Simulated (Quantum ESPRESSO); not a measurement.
## HfO2: field gradients at the nuclei

```
HfO2
1.0
    5.09418     0.00000     0.00000
    0.00000     5.15064     0.00000
   -0.87617     0.00000     5.20295
Hf O
4 8
Direct
  0.27614   0.45806   0.70791
  0.72386   0.54194   0.29209
  0.72386   0.95806   0.79209
  0.27614   0.04194   0.20791
  0.44800   0.74253   0.97858
  0.55200   0.25747   0.02142
  0.55200   0.24253   0.52142
  0.44800   0.75747   0.47858
  0.06836   0.33076   0.34625
  0.93164   0.66924   0.65375
  0.93164   0.83076   0.15375
  0.06836   0.16924   0.84625
```
The cell comes from the Materials Project (a computed structure). It is HfO2 in P2₁/c. Stability against distortions was not tested. The run has no spin polarisation.

Computed: field gradients by a PBE PAW density (pw.x of a modified build of Quantum ESPRESSO, JTH datasets) with the all-electron reconstruction of Petrilli and co-workers, 22.5 Ha, k-mesh 5×5×5 through Γ.

| site | site symmetry | Vzz (a.u.) | η_Q | ∣C_Q∣ (MHz) |
|---|---|---|---|---|
| Hf (atoms 1, 2, 3, 4) | 1 | 1.153 | 0.13 | 913 (¹⁷⁷Hf) |
| O1 (atoms 5, 6, 7, 8) | 1 | 0.115 | 0.66 | 0.69 (¹⁷O) |
| O2 (atoms 9, 10, 11, 12) | 1 | 0.101 | 0.81 | 0.61 (¹⁷O) |

Quadrupole moments taken as inputs (sizes, barn, from the tables of PySCF and pymatgen): ¹⁷⁷Hf 3.37, ¹⁷O 0.0256.

Principal values are ordered |Vxx| ≤ |Vyy| ≤ |Vzz|, η = (Vxx − Vyy)/Vzz, and C_Q = eQVzz/h is given by its size. Cores are frozen. Against all-electron runs on small test molecules, this scheme's |Vzz| missed by −2 to +6 % on O. Hf had no test against all-electron runs. Spin–orbit coupling is left out, a limit on Hf.
